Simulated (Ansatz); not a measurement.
YN:
```
CELL_PARAMETERS angstrom
      0.00000     2.44098     2.44098
      2.44098     0.00000     2.44098
      2.44098     2.44098     0.00000
ATOMIC_POSITIONS crystal
  Y  0.00000 0.00000 0.00000
  N  0.50000 0.50000 0.50000
```

Relaxed with HSE06.

Give the Bader charges and basin volumes of the independent atoms, the program Ansatz at the HSE06 level (PAW).



```json
[
 {"atom": "Y1", "Bader charge (e)": "+1.99", "Bader volume (Å³)": "12.8"},
 {"atom": "N2", "Bader charge (e)": "-1.99", "Bader volume (Å³)": "16.2"}
]
```

Space group Fm-3m (rock salt). The cell was relaxed with HSE06 under the symmetry of its start. The run is not spin-polarised.

Potentials: the later of the program's two PAW sets.
